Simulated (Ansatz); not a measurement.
Ansatz input file:

```yaml
crystal:
  lattice:
    - [5.404135003, 0.0, 0.0]
    - [-2.7020675015, 4.680118198, 0.0]
    - [0.0, 0.0, 4.648712404]
  atoms:
    - { symbol: Ca, position: [0.0, 0.0, 0.016050351] }
    - { symbol: Zn, position: [0.5, 0.0, 0.4857228976] }
    - { symbol: Zn, position: [0.5, 0.5, 0.4857228976] }
    - { symbol: Zn, position: [0.0, 0.5, 0.4857228976] }
    - { symbol: Zn, position: [0.3333333333, 0.6666666667, 0.0133904782] }
    - { symbol: Zn, position: [0.6666666667, 0.3333333333, 0.0133904782] }
basis:
  ecutwfc: 420
kpoints:
  mp_grid: { grid: [9, 9, 8] }
hamiltonian:
  xc: pbesol
scf:
  occupations: { method: gaussian, width: 0.1 }
output:
  forces: true
  stress: true
  eigenvalues: true
```

It can be run as
```bash
ansatz run input.yaml --threads 1 --pin off --backend cpu --events-out ev --progress --plain --runs-dir out  # memory cap (--max-ram) not shown
```

These are results of Ansatz, DFT PBEsol, scalar-relativistic, plane waves, PAW, not measurements.

From the run's log, abridged (iterations and final results):

```
SCF iter   1: F=—  HF=-18198.962894 eV  |F-HF|=—  |Δ(HF+E_count)|=         —  Δρ=3.42e-3  dr2=1.48e-2  ethr=1.77e-3  ⟨swp⟩=8.8  Hψ=11134  notcnv=0  defer=1
SCF iter   2: F=—  HF=-18198.960840 eV  |F-HF|=—  |Δ(HF+E_count)|=   2.05e-3  Δρ=1.28e-3  dr2=5.37e-3  ethr=2.12e-5  ⟨swp⟩=2.2  Hψ=4976  notcnv=0  defer=12
SCF iter   3: F=—  HF=-18198.959661 eV  |F-HF|=—  |Δ(HF+E_count)|=   1.18e-3  Δρ=1.05e-3  dr2=1.80e-3  ethr=7.66e-6  ⟨swp⟩=2.1  Hψ=4294  notcnv=0  defer=12
SCF iter   4: F=—  HF=-18198.959067 eV  |F-HF|=—  |Δ(HF+E_count)|=   5.95e-4  Δρ=3.06e-4  dr2=2.03e-4  ethr=2.57e-6  ⟨swp⟩=2.0  Hψ=4535  notcnv=0  defer=12
SCF iter   5: F=—  HF=-18198.959006 eV  |F-HF|=—  |Δ(HF+E_count)|=   6.09e-5  Δρ=7.31e-5  dr2=1.40e-5  ethr=2.90e-7  ⟨swp⟩=2.0  Hψ=4469  notcnv=0  defer=12
SCF iter   6: F=—  HF=-18198.959005 eV  |F-HF|=—  |Δ(HF+E_count)|=   7.34e-7  Δρ=7.80e-5  dr2=5.55e-6  ethr=2.00e-8  ⟨swp⟩=2.0  Hψ=4314  notcnv=0  defer=43
SCF iter   7: F=—  HF=-18198.959003 eV  |F-HF|=—  |Δ(HF+E_count)|=   2.31e-6  Δρ=2.63e-5  dr2=9.12e-7  ethr=7.93e-9  ⟨swp⟩=2.0  Hψ=4269  notcnv=0  defer=46
SCF iter   8: F=-18198.959003 eV  HF=-18198.959003 eV  |F-HF|=3.53e-8  |Δ(HF+E_count)|=   3.30e-8  Δρ=8.32e-6  dr2=9.99e-8  ethr=1.43e-10  ⟨swp⟩=8.1  Hψ=13274  notcnv=0
SCF 1 converged in 8 iterations: F = -18198.959003 eV  dr2 = 9.99e-8
SCF converged after 8 iterations
Free energy (F): -18198.959003 eV
Harris-Foulkes:  -18198.959003 eV  (|F-HF|=3.53e-8)
Internal energy: -18198.942413 eV  (E = F + TS)
E sigma→0 (E₀):  -18198.950708 eV
Entropy (-TS):   -0.016590 eV (-2.765 meV/atom)
Fermi energy:    8.399251 eV
--- Per-component energies (eV) ---
  E_band       = -27.381771
  E_kinetic    = 928.750597
  E_local      = -9546.915834  (includes V_loc(G=0)·N_el)
  E_nonlocal   = 3123.584359
  E_hartree    = 3960.080690
  E_xc         = -813.674204
  E_vxc        = -431.771279  (∫ρ·V_xc dr)
  E_paw        = -9776.539248  (= ΣΔE_a)
  E_vpaw       = -2021.200635  (= ΣTr[D̂ρ^β])
  E_aug_tail   = -0.001777  (compensation charges beyond the density's cutoff)
  E_ewald      = -6078.332565
  E_core_change = 4.105569  (= ΣΔE_core)
  E_smearing   = -0.016590  (= −TS)
--- Forces (eV/Å), atoms counted from 1 ---
  atom   1  Ca     0.00000000     0.00000000    -0.16291018
  atom   2  Zn     0.00000000     0.00000000     0.29864024
  atom   3  Zn     0.00000000     0.00000000     0.29864024
  atom   4  Zn     0.00000000     0.00000000     0.29864024
  atom   5  Zn     0.00000000     0.00000000    -0.36649598
  atom   6  Zn     0.00000000     0.00000000    -0.36649598
--- Stress (GPa, compression-positive) ---
       -5.429162       0.000000       0.000000
        0.000000      -5.429162       0.000000
        0.000000       0.000000     -10.679454
  P = ⅓ Tr σ = -7.1793 GPa (-71.793 kbar)
--- Band table (eV; the first three rows and the last of 60) ---
  k-point 0: bands = ["-32.6865", "-13.7951", "-13.7951", "-13.7658", "-0.5528", "0.6088", "0.7753", "0.7988", "0.7988", "0.8480", "0.8480", "0.9807", "0.9807", "1.0604", "1.1554", "1.1554", "1.1879", "1.2171", "1.2171", "1.2688", "1.4005", "1.4005", "1.4792", "1.4987", "1.4987", "1.5647", "1.5647", "1.7197", "1.7197", "1.8321", "5.4401", "6.5264", "6.5264", "6.8155", "7.4791", "8.3112", "8.3112", "10.9690", "11.6274", "11.6274", "12.2106", "12.2106"]
  k-point 1: bands = ["-32.6864", "-13.7950", "-13.7950", "-13.7677", "-0.4596", "0.6441", "0.6928", "0.7940", "0.7940", "0.8677", "0.8677", "0.9420", "0.9420", "1.0638", "1.1770", "1.1770", "1.1989", "1.1989", "1.2547", "1.2828", "1.4193", "1.4193", "1.4787", "1.5099", "1.5099", "1.5874", "1.5874", "1.6918", "1.6918", "1.8321", "5.5026", "5.5320", "6.6090", "6.6090", "8.3391", "8.3391", "8.8464", "11.2443", "11.3422", "11.5308", "11.5308", "11.6113"]
  k-point 2: bands = ["-32.6863", "-13.7946", "-13.7946", "-13.7722", "-0.2116", "0.5620", "0.7620", "0.7620", "0.7665", "0.9102", "0.9102", "0.9194", "0.9194", "1.0725", "1.1717", "1.1717", "1.1895", "1.1895", "1.2227", "1.4427", "1.4436", "1.4436", "1.4776", "1.5205", "1.5205", "1.6250", "1.6250", "1.6572", "1.6572", "1.8321", "4.0766", "5.8013", "6.8530", "6.8530", "8.4059", "8.4059", "9.9723", "10.2523", "10.4154", "10.4154", "11.5849", "11.5849"]
  k-point 59: bands = ["-32.6859", "-13.7974", "-13.7974", "-13.7776", "0.7007", "0.7007", "0.8081", "0.8665", "0.8665", "0.8864", "0.9053", "0.9709", "0.9709", "1.0862", "1.0862", "1.2208", "1.2208", "1.2889", "1.2899", "1.3858", "1.3858", "1.3975", "1.4848", "1.4855", "1.4855", "1.5078", "1.6003", "1.6003", "1.6140", "3.1136", "3.1136", "4.1076", "4.1076", "5.8626", "6.6264", "10.3749", "10.3749", "10.7989", "10.7989", "12.3155", "12.4472", "13.5029"]
```

The calculation finished and met its thresholds.